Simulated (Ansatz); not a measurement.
Sn, flat triangular-type layer, relaxed and computed with two functionals in Ansatz (plane waves, PAW).

```tsv
functional	a (Å)
PBE	3.159
r²SCAN+D4	[?]
```

Q: Fill in the missing entries.

A: 
- r²SCAN+D4, a (Å): 3.116

All cells were relaxed under the symmetry of their starts (and spin orders); stability against distortions was not tested throughout. Scalar-relativistic: spin–orbit coupling is off unless named, which matters more the heavier the elements. Constructed layers (a layer type filled with these elements): Sn, flat triangular-type layer; Sn, flat triangular-type layer.

Potentials: the later of the program's two PAW sets.

Ansatz (a quantum-chemistry and plane-wave program) is a plane-wave DFT program.
